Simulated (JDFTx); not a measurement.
Al(100) slab cut from bulk Al (space group Fm-3m, indices of the conventional cell, lattice of the Materials Project entry mp-134, not re-optimised): 5 atoms in 5 planes, a (1×1) cell of 8.16 Å² (|a| = 2.856, |b| = 2.856 Å), 8.2 Å between the outermost planes, cell height 27.1 Å, 8×8×1 k mesh, Fermi smearing 0.01 Ha, no spin polarisation.

Adsorbate: C on both faces at 1.00 monolayer, started bridge and relaxed in vacuum, keeping the symmetry of the start.

Computed with JDFTx (a modified build): PBE, GBRV ultrasoft potentials, plane waves to 20/100 Ha. The adsorption energy per C is [E(slab + 2 C) − E(slab)]/2 − (E(CH4) − 2 E(H2)), with the gas molecules relaxed at the same level and slab energies taken as (E + F)/2, the usual estimate of zero smearing. In reaction energies these potentials put H₂ about 0.03 eV too high against large-basis PBE. These are electronic energies without vibrational corrections. Both faces are alike, and the cell allows no reconstruction beyond its size.

Question: Predict the adsorption energy and the geometry, and the change of the work function.

Answer: 5.33 eV. C sits 1.37 Å above the highest substrate atom, bound to 2 Al at 1.98 Å. The work function goes from 4.27 to 7.12 eV. In CANDLE, water, 1 M KCl, at zero charge, the adsorption energy is 5.33 eV and the potential of zero charge moves from -0.48 to 2.51 V vs SHE (4.44 V convention).
